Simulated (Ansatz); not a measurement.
Si3N4 in space group P6_3/m (No. 176; Si on 6h, N on 2c, N on 6h) is relaxed with DFT-LDA in the program Ansatz with PAW potentials. What lattice parameters of the conventional cell result?

a = 7.574 Å, c = 2.891 Å.

Give the free coordinates with the occupied sites.

In one choice of origin and axes:

```
atom  site  symmetry       x       y       z
----  ----  --------  ------  ------  ------
Si      6h       m..  0.2325  0.4064  0.2500
N       2c      -6..  0.3333  0.6667  0.2500
N       6h       m..  0.3301  0.0295  0.2500
```

Is it a metal or does it have a gap at this level?

A gap of 4.22 eV, indirect.

The cell was relaxed with LDA under the symmetry of its start; phonons on a q-mesh show no instability.

Potentials: the later of the program's two PAW sets.
